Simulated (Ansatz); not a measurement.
Input and command of a calculation in Ansatz (plane waves; scalar-relativistic PAW potentials unless the input names others):

```yaml
crystal:
  lattice:
    - [4.0153854901, 0.0, 0.0]
    - [0.0, 4.0153854901, 0.0]
    - [0.0, 0.0, 3.8624375276]
  atoms:
    - { symbol: Ba, position: [0.0, 0.0, 0.0] }
    - { symbol: Li, position: [0.5, 0.5, 0.5] }
    - { symbol: F, position: [0.0, 0.5, 0.5] }
    - { symbol: F, position: [0.5, 0.5, 0.0] }
    - { symbol: F, position: [0.5, 0.0, 0.5] }
basis:
  ecutwfc: "600 eV"
kpoints:
  mp_grid: { grid: [6, 6, 6] }
hamiltonian:
  xc: r2scan
scf:
  occupations: { method: gaussian, width: 0.1 }
output:
  forces: true
  eigenvalues: true
  stress: true
```

```bash
ansatz run input.yaml --threads 1 --pin off --max-ram 2560MiB --backend cpu --events-out ev --progress --plain --runs-dir out
```

Abridged log:
```
Basis set: ecut = 600 eV, 2075 PW (Γ), exchange–correlation on 144×144×128 points (64 copies of the dense FFT grid, shifted against one another)
Bands: 22, of which v1, the nominal top of the filled ones, is band 17 counted from 1 (16 counted from 0)
Symmetry: 16 space group operations
k-points: 40 of 216
SCF iter   1: F=—  HF=-8609.023633 eV  |F-HF|=—  |Δ(HF+E_count)|=         —  Δρ=9.90e-3  dr2=6.62e-2  dr2_τ=1.04e-1  ethr=1.77e-3  ⟨swp⟩=9.2  Hψ=5601  notcnv=0
SCF iter   2: F=—  HF=-8609.136671 eV  |F-HF|=—  |Δ(HF+E_count)|=   1.13e-1  Δρ=4.58e-3  dr2=7.21e-3  dr2_τ=1.43e-3  ethr=1.95e-4  ⟨swp⟩=2.0  Hψ=1957  notcnv=0  defer=40
SCF iter   3: F=—  HF=-8609.134667 eV  |F-HF|=—  |Δ(HF+E_count)|=   2.00e-3  Δρ=1.63e-3  dr2=1.45e-3  dr2_τ=1.38e-4  ethr=2.12e-5  ⟨swp⟩=2.0  Hψ=1299  notcnv=0
automatic band count: iteration 3 solves 21 bands in place of 22: the levels show a gap, and the empty bands left out lie too high to hold charge; the band table lists the bands solved (type scf.n_extra_bands for more)
SCF iter   4: F=—  HF=-8609.134151 eV  |F-HF|=—  |Δ(HF+E_count)|=   5.16e-4  Δρ=3.34e-4  dr2=3.78e-5  dr2_τ=6.59e-6  ethr=4.25e-6  ⟨swp⟩=2.1  Hψ=1355  notcnv=0
SCF iter   5: F=—  HF=-8609.134165 eV  |F-HF|=—  |Δ(HF+E_count)|=   1.40e-5  Δρ=6.65e-5  dr2=1.82e-6  dr2_τ=2.31e-7  ethr=1.11e-7  ⟨swp⟩=2.0  Hψ=1478  notcnv=0
SCF iter   6: F=—  HF=-8609.134166 eV  |F-HF|=—  |Δ(HF+E_count)|=   4.61e-7  Δρ=4.18e-5  dr2=6.27e-7  dr2_τ=6.55e-8  ethr=5.34e-9  ⟨swp⟩=2.0  Hψ=1432  notcnv=0
SCF iter   7: F=-8609.134166 eV  HF=-8609.134166 eV  |F-HF|=2.23e-9  |Δ(HF+E_count)|=   1.37e-7  Δρ=4.21e-6  dr2=1.13e-8  dr2_τ=2.29e-9  ethr=2.94e-10  ⟨swp⟩=4.5  Hψ=4386  notcnv=0
SCF 1 converged in 7 iterations: F = -8609.134166 eV  dr2 = 1.13e-8
SCF converged after 7 iterations
Free energy (F): -8609.134166 eV
Harris-Foulkes:  -8609.134166 eV  (|F-HF|=2.23e-9)
Internal energy: -8609.134166 eV  (E = F + TS)
E sigma→0 (E₀):  -8609.134166 eV
Fermi energy:    8.203720 eV
--- Forces (eV/Å), atoms counted from 1 ---
  atom   1  Ba     0.00000000     0.00000000     0.00000000
  atom   2  Li     0.00000000     0.00000000     0.00000000
  atom   3  F      0.00000000     0.00000000     0.00000000
  atom   4  F      0.00000000     0.00000000     0.00000000
  atom   5  F      0.00000000     0.00000000     0.00000000
--- Stress (GPa, compression-positive) ---
       -0.010938       0.000000       0.000000
        0.000000      -0.010938       0.000000
        0.000000       0.000000       3.625979
  P = ⅓ Tr σ = 1.2014 GPa (12.014 kbar)
```

Apart from outputs, empty bands and the relaxation, which only the reference makes, the input differs from a reference run on usual settings in basis.ecutwfc: 500 → "600 eV"; scf.occupations.width: 0.02 → 0.1. The reference, at the same geometry, ended its own course with pressure 1.21 GPa, largest force 0.000 eV/Å, gap on the mesh 7.20 eV. This run converged in 7 SCF iterations with an energy at zero smearing 2.71 meV/atom below the reference's, pressure 1.20 GPa, largest force 0.000 eV/Å, gap on the mesh 7.20 eV.

The run took 11 s on 1 thread of Arm Neoverse V2 (shared host), peak memory 0.56 GiB.